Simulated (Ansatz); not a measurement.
SrTaO3:
```xyz
5
Lattice="4.0174 0.0000 0.0000 0.0000 4.0174 0.0000 0.0000 0.0000 4.0174" Properties=species:S:1:pos:R:3 pbc="T T T"
Sr     0.0000     0.0000     0.0000
Ta     2.0087     2.0087     2.0087
O      2.0087     2.0087     0.0000
O      0.0000     2.0087     2.0087
O      2.0087     0.0000     2.0087
```

This is the PBEsol-relaxed structure.

Task: All from PBEsol in the plane-wave PAW code Ansatz, unless another level is named. Predict the electronic character.

Result: metallic (no gap).

Task: Give the formation energy from the elements (no fitted shifts).

Result: -2.92 eV/atom.

Task: Give the density of states at the Fermi level.

Result: 0.22 states/eV per atom (mean over ±0.08 eV).

Task: Predict the gap with spin–orbit coupling.

Result: none (metallic).

Space group Pm-3m (cubic perovskite). The workflow started from a Materials Project entry (that database holds measured and hypothetical structures alike); the Crystallography Open Database copy checked does not list it. Its standing as an ambient phase is unchecked. Symmetry was held in the PBEsol relaxation; its stability against distortions is not shown here. No spin polarisation was allowed. With an odd number of electrons in the cell and no spin polarisation, the count alone makes it a metal. The references are the lowest solids computed at this level, not always the standard phases (solids in place of the gases). Scalar-relativistic: spin–orbit coupling is off unless named, which matters more the heavier the elements.

Potentials: the later of the program's two PAW sets.
